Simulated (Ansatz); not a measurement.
SnO (litharge type, space group P4/nmm)

```
CELL_PARAMETERS angstrom
      3.83618     0.00000     0.00000
      0.00000     3.83618     0.00000
      0.00000     0.00000     4.75736
ATOMIC_POSITIONS crystal
  Sn 0.50000 0.00000 0.24343
  Sn 0.00000 0.50000 0.75657
  O  0.00000 0.00000 0.00000
  O  0.50000 0.50000 0.00000
```

The volume is varied about the relaxed value V₀ at fixed cell shape. The atoms relax within the cell's symmetry.

Computed with PBE-D3(BJ) (plane waves to 420 eV, PAW, scalar-relativistic; Ansatz, an electronic-structure program). k mesh 12×12×10 (Γ-centred), Fermi-Dirac smearing 0.05 eV. E stands for the smeared free energy. Compression counts positive. With the shape held, the modulus is that of even scaling; a crystal free to change shape is softer. At this level the bands of SnO touch or barely overlap; measurements give the solid a gap. SnO was relaxed with its symmetry unable to fall. The PAW data are Ansatz's earlier set. The zero of ΔE is the relaxed starting cell.

| V (Å³/cell) | ΔE (kJ/mol of atoms) | P (GPa) |
|---|---|---|
| 58.81 | 8.7 | 12.3 |
| 61.05 | 5.1 | 8.8 |
| 63.29 | 2.7 | 5.8 |
| 65.53 | 1.2 | 3.5 |
| 67.77 | 0.3 | 1.7 |
| 70.01 | 0.0 | 0.0 |
| 72.25 | 0.3 | -1.4 |
| 74.49 | 1.0 | -2.7 |
| 76.73 | 2.1 | -3.7 |
| 78.97 | 3.5 | -4.6 |
| 81.21 | 5.1 | -5.3 |

Summary:

The pressure at the smallest volume is 12.3 GPa. The energy cost of the largest compression comes out as 90 meV/atom. The energy cost of the largest expansion is 53 meV/atom and the bulk modulus at fixed cell shape B₀ (third-order Birch-Murnaghan fit) comes out as 48.4 GPa. The pressure derivative B₀′ (fit) comes out as 4.1. The equilibrium volume of the fit is 17.48 Å³/atom and the pressure for 5 % compression (fit) comes out as 2.8 GPa.

The 11 points together took around 6 core-minutes (rough).

(A scan under strain: stresses follow from slopes of the energy per volume, elastic moduli from its curvatures.)
